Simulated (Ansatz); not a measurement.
The start is a relaxed AlPt cell, doubled along one cell vector, shaken by Gaussian noise of σ = 0.08 Å a coordinate. A full variable-cell relaxation at zero pressure is run with PBEsol (plane waves to 420 eV, PAW, scalar-relativistic; Ansatz, a first-principles code). First-step values are on the input's coarse k-mesh.

Ansatz input (later rounds restart from its end on a renewed k-mesh):
Ansatz 0.2 input:
```yaml
crystal:
  lattice:
    - [0, 2.5405088065, 2.5405088065]
    - [2.5405088065, 0, 2.5405088065]
    - [5.081017613, 5.081017613, 0]
  atoms:
    - { symbol: Al, position: [0.52960894, 0.4853911121, 0.2469448296] }
    - { symbol: Al, position: [0.4859189301, 0.5251899509, 0.7598004628] }
    - { symbol: Pt, position: [0.0097144647, 0.0322800142, -0.0201447736] }
    - { symbol: Pt, position: [-0.0342803662, 0.9886147331, 0.5275355399] }
basis: { ecutwfc: 420, ecutrho_ratio: 4, xc_grid: 2, fft_grid_basis: typed }
kpoints: { mp_grid: { grid: [11, 11, 6] } }
hamiltonian:
  xc: pbesol
  dispersion: none
  pseudopotentials: { kind: paw }
scf: { occupations: { method: fermi_dirac, width: 0.05 } }
relax: { f_tol: 0.01, max_steps: 100, cell: { stress_tol: 0.02 } }
output: { forces: true, stress: true }
```

* **Largest initial force**: 0.87 eV/Å, on Al2 (atoms numbered as listed)
* **Energy released**: 0.28 eV/atom
* **Volume change**: -10.5 %, from 16.40 to 14.68 Å³/atom
* **Shortest distances (start → end)**: The closest pairs of elements (up to four, under 3.6 Å), start → end: Al–Pt 2.40 → 2.62 Å; Al–Al 3.47 → 2.90 Å; Pt–Pt 3.35 → 2.90 Å
* **Band gap at the end**: zero (metallic)
* **Optimiser moves**: 43

It ends as:

Space group R-3m, hexagonal axes (No. 166); a = b = 2.8965 Å, c = 12.1202 Å, α = β = 90.00°, γ = 120.00°

| atom | site | symmetry | x | y | z |
|---|---|---|---|---|---|
| Al | 3a | -3m | 0.0000 | 0.0000 | 0.0000 |
| Pt | 3b | -3m | 0.0000 | 0.0000 | 0.5000 |
(The calculation used a cell of 2 atoms; values per cell refer to that cell.)

Final values are on a 19×19×19 k-mesh of the relaxed cell. No spin polarisation in the result.

The relaxed structure here is a generated cell of AlPt: the first start was made by a random draw of sites in a space group, and the end was not matched to a known phase here, so it may be hypothetical.
